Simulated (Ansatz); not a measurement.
# CuAg$_{2}$Cl$_{6}$: settings compared (Ansatz)

Launch command:

```bash
ansatz run input.yaml --threads 1 --pin off --max-ram 2560MiB --backend cpu --events-out ev --progress --plain --runs-dir out
```

Input:

```yaml
crystal:
  lattice:
    - [6.536467, 0.0, 0.0]
    - [-3.268233, 5.660752, 0.0]
    - [-3.268233, 1.886917, 5.54575]
  atoms:
    - { symbol: Cu, position: [0.5, 0.5, 0.5001] }
    - { symbol: Ag, position: [0.7657, 0.2343, 0.297] }
    - { symbol: Ag, position: [0.2343, 0.7657, 0.703] }
    - { symbol: Cl, position: [0.37217, 0.26833, 0.25641] }
    - { symbol: Cl, position: [0.73167, 0.84743, 0.25641] }
    - { symbol: Cl, position: [0.15257, 0.62783, 0.25641] }
    - { symbol: Cl, position: [0.62783, 0.73167, 0.74359] }
    - { symbol: Cl, position: [0.26833, 0.15257, 0.74359] }
    - { symbol: Cl, position: [0.84743, 0.37217, 0.74359] }
  symmetry: { tolerance: 0.0003 }
kpoints:
  mp_grid: { grid: [4, 4, 4], shift: [0, 0, 0] }
magnetization:
  spin_polarized: false
scf:
  occupations: { method: fermi_dirac }
hamiltonian:
  pseudopotentials: { kind: paw }
  xc: pbe
basis:
  ecutwfc: 420
output:
  forces: true
  stress: true
  eigenvalues: true
```

Origin of the cell: a known structure type with other elements, at an estimated volume, so it need not be a known compound.

The smearing width isn't typed, so it takes its default of 0.1 eV.

Output of this run (shortened):

```
Warning: the atoms were moved onto the symmetric positions of the space group found under crystal.symmetry.tolerance 3.0e-4 (fractional; no operation is sought that the atoms, as they stand i […]
Pseudopotentials: kind: paw
Pseudopotential: Cu, paw, valence charge 19, recommended cutoff 420 eV (normal), Cu.paw.azcp
Pseudopotential: Ag, paw, valence charge 19, recommended cutoff 420 eV (normal), Ag.paw.azcp
Pseudopotential: Cl, paw, valence charge 7, recommended cutoff 420 eV (normal), Cl.paw.azcp
Functional definition: PBE
  exchange = pbe_x(kappa = kappa, mu = beta*pi^2/3)
  correlation = pbe_c(beta = beta)
Crystal: 9 atoms, lattice volume = 205.200 Å³
Basis set: ecut = 420 eV, 3985 PW (Γ), exchange–correlation on 90×90×90 points (8 copies of the dense FFT grid, shifted against one another)
Bands: 60, of which v1, the nominal top of the filled ones, is band 50 counted from 1 (49 counted from 0)
Symmetry: 6 space group operations
[… 8 lines left out …]
Initial density: superposition of atomic densities (neutral atoms: chi_scale 0, normalization atom), corrected by the library's trained network
Functional: x = pbe(κ = 0.804, μ = 0.219515), c = pbe(β = 0.066725)
SCF iter   1: F=—  HF=-28285.862926 eV  Δρ=3.37e-3  dr2=1.66e-2  defer=41
SCF iter   2: F=—  HF=-28285.860785 eV  Δρ=1.61e-3  dr2=4.59e-3  defer=47
SCF iter   3: F=—  HF=-28285.859851 eV  Δρ=7.28e-4  dr2=1.53e-3  defer=47
SCF iter   4: F=—  HF=-28285.859799 eV  Δρ=1.18e-3  dr2=2.21e-3  defer=47
SCF iter   5: F=—  HF=-28285.859656 eV  Δρ=8.46e-4  dr2=1.22e-3  defer=47
SCF iter   6: F=—  HF=-28285.859580 eV  Δρ=6.23e-4  dr2=6.12e-4  defer=47
SCF iter   7: F=—  HF=-28285.859537 eV  Δρ=2.01e-4  dr2=6.53e-5  defer=47
SCF iter   8: F=—  HF=-28285.859594 eV  Δρ=1.26e-4  dr2=3.03e-5  defer=47
SCF iter   9: F=—  HF=-28285.859593 eV  Δρ=2.51e-5  dr2=1.05e-6  defer=47
SCF iter  10: F=—  HF=-28285.859593 eV  Δρ=9.36e-6  dr2=1.48e-7  defer=47
SCF iter  11: F=-28285.859593 eV  HF=-28285.859593 eV  Δρ=1.59e-6  dr2=4.71e-9
SCF 1 converged in 11 iterations: F = -28285.859593 eV  dr2 = 4.71e-9
SCF converged after 11 iterations
Free energy (F): -28285.859593 eV
Harris-Foulkes:  -28285.859593 eV  (|F-HF|=1.77e-9)
Internal energy: -28285.547787 eV  (E = F + TS)
E sigma→0 (E₀):  -28285.703690 eV
Entropy (-TS):   -0.311806 eV (-34.645 meV/atom)
Fermi energy:    4.540206 eV
--- Per-component energies (eV) ---
  E_band       = -1500.583029
  E_kinetic    = 2309.299596
  E_local      = -14883.748907  (includes V_loc(G=0)·N_el)
  E_nonlocal   = 722.303941
  E_hartree    = 6453.265256
  E_xc         = -1092.923784
  E_vxc        = -1305.125460  (∫ρ·V_xc dr)
  E_paw        = -13419.997786  (= ΣΔE_a)
  E_vpaw       = -1249.839273  (= ΣTr[D̂ρ^β])
  E_aug_tail   = 0.001466  (compensation charges beyond the density's cutoff)
  E_ewald      = -8373.747568
  E_smearing   = -0.311806  (= −TS)
  Σ components = -28285.859593   (vs F -28285.859593, Δ=0.00e0)
--- Forces (eV/Å), atoms counted from 1 ---
  atom   1  Cu     0.000000    -0.000000     0.000000
  atom   2  Ag     0.000000    -0.000000     0.032621
  atom   3  Ag    -0.000000     0.000000    -0.032621
  atom   4  Cl     0.282592    -0.045177     0.006041
  atom   5  Cl    -0.102171     0.267321     0.006041
  atom   6  Cl    -0.180421    -0.222144     0.006041
  atom   7  Cl    -0.282592     0.045177    -0.006041
  atom   8  Cl     0.102171    -0.267321    -0.006041
  atom   9  Cl     0.180421     0.222144    -0.006041
  max |Σ_I F_I| component: 8.33e-17 eV/Å
--- Stress (GPa, compression-positive) ---
       -0.543094       0.000000       0.000000
       -0.000000      -0.543094      -0.000000
        0.000000      -0.000000       0.878459
  P = ⅓ Tr σ = -0.0692 GPa (-0.692 kbar)
```

The same input was run again with these changes:

1. `hamiltonian.hubbard` default → { sites: [{ species: Cu, l: d, u_eff: 5.0 }], double_counting: amf }; `accuracy` default → medium
2. `basis.xc_grid` default → 2
3. `kpoints.mp_grid.grid` [4, 4, 4] → [6, 6, 6]; `crystal.symmetry` { tolerance: 0.0003 } → { detect: false }
4. `kpoints.mp_grid.grid` [4, 4, 4] → [1, 1, 1]; `hamiltonian.xc` pbe → lda; `scf.occupations.method` fermi_dirac → methfessel_paxton; `scf.occupations.width` default → 0.005

| run | end | SCF iterations | P (GPa) | max force component (eV/Å) | moment (μB) | ΔE(σ→0) (meV/atom) |
| --- | --- | --- | --- | --- | --- | --- |
| base | converged | 11 | -0.07 | 0.283 | – | 0 |
| 1 | converged | 17 | -0.11 | 0.264 | – | – |
| 2 | converged | 11 | -0.07 | 0.283 | – | 0.00 |
| 3 | converged | 11 | -0.07 | 0.282 | – | -0.12 |
| 4 | converged | 27 | -5.89 | 0.704 | – | – |

Energies are compared only where functional, datasets, charge and starting cell are the same.

Not properties of the system: run 4 (too coarse or loose: `kpoints.mp_grid.grid` = [1, 1, 1]).

Caveats of the base run: no moments, though an odd count or open d shells may carry them.

Run 4: the k mesh is coarse if the cell is a metal.

The base run took 12 s of wall time on 1 CPU thread(s) of a shared host, from the program's own first density.
